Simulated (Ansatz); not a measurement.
One crystal and one scan (frozen-phonon scan) at two levels, PBE (plane waves to 420 eV, PAW, scalar-relativistic; Ansatz, a first-principles code) and LDA (plane waves to 420 eV, PAW, scalar-relativistic; Ansatz), each from its own relaxed cell and on its own mesh.

The crystal is Al2Au (fluorite type, space group Fm-3m); a phonon pattern at X = (0.5, 0.5, 0.0) is frozen into a 6-atom cell, Q being the largest atomic displacement.

Al2Au was relaxed with its symmetry unable to fall. Spin-orbit coupling is left out, though Au is heavy. With partly filled bands, energies and forces of such displacements shift with the k mesh and the smearing. Both scans cover Q from -0.100 to 0.100 Å.

| quantity | run 1 | run 2 |
|---|---|---|
| Lattice constant a (Å) | 5.957 | 6.060 |
| Energy at Q = 0.100 Å (meV/cell) | 202 | 179 |
| Harmonic wavenumber from the curvature (finite differences) (cm⁻¹ (negative: imaginary)) | 306 | 288 |

Task: Which run is which level?

Result: Run 2 is PBE, run 1 is LDA. PBE gives the higher value for: lattice constant a. PBE gives the lower value for: energy at Q = 0.100 Å; harmonic wavenumber from the curvature. Both give the same space group of the distorted cell: Cmcm (No. 63), lowered from Fm-3m.

(A displaced cell: forces are minus the slopes of the energy, force constants its curvatures, and phonons follow from these.)
